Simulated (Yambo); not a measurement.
Yambo run on Sr₂MoZnO₆ (space group Fm-3m, No. 225). The wavefunctions are PBEsol (pw.x of Quantum ESPRESSO, ONCV potentials, scalar-relativistic) ones on a 2×2×2 mesh (45 occupied bands); a = b = c = 5.690 Å, α = β = γ = 60.00°.

Yambo input:

```
rim_cut
gw0
dyson
el_el_corr
HF_and_locXC
ppa
em1d
RandQpts= 1000000
RandGvec= 1 Ry
EXXRLvcs= 84 Ry
VXCRLvcs= 336 Ry
Chimod= "HARTREE"
% BndsRnXp
 6 | 127 |
%
NGsBlkXp= 6 Ry
% LongDrXp
 1.0 | 1.0 | 1.0 |
%
PPAPntXp= 27.2114 eV
% GbndRnge
 1 | 127 |
%
GTermKind= "BG"
DysSolver= "n"
ExtendOut
% QPkrange
 2 | 2 | 45 | 45 |
 3 | 3 | 45 | 46 |
%
```

k points by index: 2 = L, 3 = X.

Resulting energies as the program prints them:

```
#    K-point    Band    Eo [eV]    E [eV]    E-Eo [eV]    Vxc [eV]    Vnlxc [eV]    Sc|Eo [eV]    Sc|E [eV]    dSc/dw|Eo [eV]    Re(Z)    Im(Z)
#
    2    45    0.000000    -0.521770    -0.521770    -23.47772    -28.98646    4.836749    4.986974    -7.832469    0.776493    -0.001361
    3    45    -0.147010    -0.358198    -0.211188    -19.63815    -24.69859    4.785096    4.849253    -8.261397    0.767103    -0.001390
    3    46    2.042465    3.310399    1.267933    -18.12486    -12.78524    -3.751746    -4.071684    -6.865648    0.798524    -0.001284
```
(The two width columns are left out.) Convergence of these settings isn't established.

Spin-orbit coupling is not included.

Geometry of the Materials Project entry, not relaxed at this level.
